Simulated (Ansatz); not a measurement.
A frame of Ag8S from dynamics at 1580 K, with the forces (eV/Å) computed on a k mesh in the last three columns. Theory: Ansatz 0.2.0, DFT PBE, scalar-relativistic, plane waves, PAW.

Plane waves to 420 eV, a k mesh through Γ of 3×3×4 on the computed 18-atom cell and Fermi–Dirac smearing (0.14 eV); no spin polarisation.

```xyz
18
Lattice="7.330 0.160 0.115 0.160 7.047 -0.015 0.115 -0.015 6.874" Properties=species:S:1:pos:R:3:forces:R:3 pbc="T T T"
Ag    3.870    3.797    1.091    0.430    0.880    0.250
Ag    6.927    6.114    6.033    0.070    0.000   -0.230
Ag    4.685    3.550    3.687    0.730    1.400    0.800
Ag    2.925    1.620    3.594   -1.290   -0.840   -0.210
Ag    6.929    4.347    1.400   -0.050    1.020   -0.100
Ag    2.124    4.291    3.283    0.670    1.140   -0.260
Ag    4.841    6.147    2.784   -0.370   -0.630   -0.690
Ag    1.919    3.993    6.234   -0.090    0.170   -0.640
Ag    1.405    1.650    0.834   -0.740    1.650    1.560
Ag    4.123    5.990    5.691    0.200   -0.590   -0.630
Ag    4.177    1.586    6.575   -0.350   -0.430   -1.150
Ag    0.529    6.549    3.063   -0.070    0.130   -0.040
Ag    5.523    1.123    4.233    0.640   -0.720    0.940
Ag    7.404    2.976    3.521    0.380   -1.260   -0.710
Ag    6.704    3.126    5.927   -0.890   -0.050    0.970
Ag    2.391    6.266    0.989    0.180   -1.100    0.610
S     5.386    1.364    1.633    0.560   -0.050    0.450
S     1.544    0.539    5.656    0.000   -0.740   -0.930
```

Static pressure 2.9 GPa (no kinetic part), no gap on the mesh.

Counting as bonded all pairs within 1.2 times the summed covalent radii:

| atom → neighbour | mean count | mean length (Å) | spread (Å) |
| --- | --- | --- | --- |
| Ag → Ag | 8.75 | 2.96 | 0.24 |
| Ag → S | 0.62 | 2.68 | 0.21 |
| S → Ag | 5.00 | 2.68 | 0.21 |

Angles between all pairs of such bonds at an atom (mean ± spread): 98 ± 34° at Ag, 95 ± 32° at S.

Cost: 1 run of about 3.8 core-minutes, on Arm Neoverse V1 (shared hosts).